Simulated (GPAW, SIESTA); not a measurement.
Given: the input of a run of GPAW 26.7.0 (ASE script) on Zr3S2. Atoms were shifted at random by some hundredths of an Å from the given cell, which wasn't relaxed again for these runs. The cell comes from a database or a generator and needn't be the stable form of this composition.

run.py

```python
from ase import Atoms
from ase.dft.bandgap import bandgap
from ase.io import write
from ase.units import GPa
from gpaw import GPAW, PW, setup_paths

setup_paths.insert(0, '.')

atoms = Atoms(['Zr', 'Zr', 'Zr', 'S', 'S'],
              cell=[[2.9025379727, 1.6757810799, 3.4877732718],
                    [-2.9025379727, 1.6757810799, 3.4877732718],
                    [0.0, -3.3515621597, 3.4877732718]],
              scaled_positions=[[0.845164, 0.495759, 0.146856],
                                [0.496257, 0.161903, 0.847701],
                                [0.140233, 0.856792, 0.497468],
                                [0.656848, 0.664325, 0.661247],
                                [0.332667, 0.345742, 0.337843]],
              pbc=True)

calc = GPAW(mode=PW(600),
            xc='PBEsol',
            kpts={'size': (6, 6, 6), 'gamma': True},
            occupations={'name': 'fermi-dirac', 'width': 0.05},
            nbands=44,
            convergence={'density': 1e-05, 'energy': 1e-05},
            maxiter=150,
            txt='gpaw.txt')
atoms.calc = calc
energy = atoms.get_potential_energy()
forces = atoms.get_forces()
stress = atoms.get_stress()
calc.write('gs.gpw')
write('result.traj', atoms)
print(f'Energy: {energy:.6f} eV')
print('Forces (eV/A):')
print(forces.round(4))
print('Stress (GPa):', (stress / GPa).round(3))
print('Fermi level:', round(calc.get_fermi_level(), 4), 'eV')
print(f'Gap: {bandgap(calc)[0]:.4f} eV, direct: {bandgap(calc, direct=True)[0]:.4f} eV')
```

Potentials or basis: PAW data sets generated in the run's folder for this functional, pw.

Run with:

```console
$ gpaw-setup -f PBEsol S Zr
$ OMP_NUM_THREADS=1 python run.py
```

Set up the same calculation for SIESTA 5.4.2. Potentials or basis there: files PseudoDojo sr-pbesol-0.4.1-standard, DZP (energy shift 0.003 Ry; two zetas on semicore shells).

As run (cutoffs and basis follow the program's own potentials, and thresholds, step limits or extra output files can differ):

File Zr3S2.fdf:

```
SystemName                      Zr3S2
SystemLabel                     Zr3S2
NumberOfSpecies                 2
NumberOfAtoms                   5
%block ChemicalSpeciesLabel
  1  40 Zr
  2  16 S
%endblock ChemicalSpeciesLabel

LatticeConstant                 1.0 Ang
%block LatticeVectors
     2.9025379727     1.6757810799     3.4877732718
    -2.9025379727     1.6757810799     3.4877732718
     0.0000000000    -3.3515621597     3.4877732718
%endblock LatticeVectors
AtomicCoordinatesFormat         Fractional
%block AtomicCoordinatesAndAtomicSpecies
     0.8451640000     0.4957590000     0.1468560000  1  Zr
     0.4962570000     0.1619030000     0.8477010000  1  Zr
     0.1402330000     0.8567920000     0.4974680000  1  Zr
     0.6568480000     0.6643250000     0.6612470000  2  S
     0.3326670000     0.3457420000     0.3378430000  2  S
%endblock AtomicCoordinatesAndAtomicSpecies

%block kgrid.MonkhorstPack
    6   0   0  0.0
    0   6   0  0.0
    0   0   6  0.0
%endblock kgrid.MonkhorstPack
XC.Functional                   GGA
XC.Authors                      PBEsol
PAO.BasisSize                   DZP
PAO.EnergyShift                 0.003 Ry
Mesh.Cutoff                     800 Ry
OccupationFunction              FD
ElectronicTemperature           0.05 eV
MaxSCFIterations                120
SCF.MustConverge                false
SCF.Mixer.Method                Pulay
SCF.Mixer.Weight                0.25
SCF.Mixer.History               8
SCF.DM.Tolerance                5.0e-05
SCF.H.Tolerance                 1.0e-03 eV
WriteForces                     true
Charge.Mulliken                 end
%block PAO.Basis
  Zr 5
  n=4 0 2
    3.497 0.000
  n=5 0 2
    8.986 0.000
  n=4 1 2
    4.065 0.000
  n=5 1 1
    8.986
  n=4 2 2
    7.326 0.000
%endblock PAO.Basis
```

Potentials or basis: PseudoDojo 0.4 standard (PBEsol files), converted to PSML, two zetas on semicore shells, DZP (energy shift 0.003 Ry; two zetas on semicore shells).

Command:

```sh
$ siesta Zr3S2.fdf > Zr3S2.out 2>&1
```

Both were run:

|  | GPAW | SIESTA |
| --- | --- | --- |
| Pressure | -6.1 GPa | -4.1 GPa |
| Largest force | 0.896 eV/Å | 0.805 eV/Å |
| Energy over the undisturbed cell | 21.8 meV/atom | 16.9 meV/atom |

Pressure is positive in compression.
